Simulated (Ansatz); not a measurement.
CsGdS2:
```
CELL_PARAMETERS angstrom
      2.06707     1.19343     8.06777
     -2.06707     1.19343     8.06777
      0.00000    -2.38685     8.06777
ATOMIC_POSITIONS crystal
  Cs 0.00000 0.00000 0.00000
  Gd 0.50000 0.50000 0.50000
  S  0.77237 0.77237 0.77237
  S  0.22763 0.22763 0.22763
```
The run is spin-polarised; directions of the spins, atom by atom: 0 ↑ 0 0.

Relaxed with r²SCAN.

**Question.** Give the Bader charges and basin volumes of the independent atoms, the program Ansatz at the r²SCAN level (PAW).

**Answer.** 

```csv
atom,Bader charge (e),Bader volume (Å³)
Cs1,+0.79,36.1
Gd2,+1.95,17.1
S3,-1.37,33.1
```

Space group R-3m. The first step of the workflow began from a Materials Project structure, measured or hypothetical; the Crystallography Open Database files this formula in space group No. 166, but the cells were not matched. Whether it is the stable phase at ambient conditions was not checked. The r²SCAN relaxation kept the symmetry of its start; whether a distortion lowers the energy is not shown. Magnetic state: ferromagnetic, chosen from 4 collinear starts compared on coarse meshes (ties went to the first, and starts can fall back to one state), not a proven ground state. Caveat: open 4f shells can settle in a state that is not the lowest. Other orbital occupations within this spin state were not tried. No Hubbard U is applied. Scalar-relativistic: spin–orbit coupling is off unless named, which matters more the heavier the elements.

Potentials: the later of the program's two PAW sets.
